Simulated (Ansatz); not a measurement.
BeAg (CsCl type, Pm-3m) under volume change, DFT-PBE in the program Ansatz with PAW potentials, scaled uniformly.

| V (Å³/atom) | E − E(relaxed) (meV/atom) | P (GPa) |
|---|---|---|
| 11.646 | 46.6 | 14.19 |
| 12.030 | 19.5 | 8.63 |
| 12.413 | ___ | ___ |
| 12.797 | 0.0 | -0.01 |
| 13.181 | 4.1 | -3.34 |
| 13.565 | ___ | ___ |
| 13.949 | 33.2 | -8.50 |

Q: What belongs in the gaps?

A: 
- 12.413, E − E(relaxed) (meV/atom): 4.6
- 12.413, P (GPa): 3.94
- 13.565, E − E(relaxed) (meV/atom): 15.6
- 13.565, P (GPa): -6.14

Q: What does a third-order Birch–Murnaghan fit give for V₀, B₀ and B′?

A: V₀ = 12.80 Å³/atom, B₀ = 121 GPa, B′ = 4.7.

The start of the workflow was typed in or built on a structure type; neither database checked (COD, Materials Project) lists it. Whether it is the stable phase at ambient conditions was not checked. The PBE relaxation kept the symmetry of its start; whether a distortion lowers the energy is not shown. No spin polarisation was allowed. Its formation energy is positive at this level, so the cell may be metastable or incomplete. Spin–orbit coupling is left out wherever it is not named.

Potentials: the earlier of the program's two PAW sets.
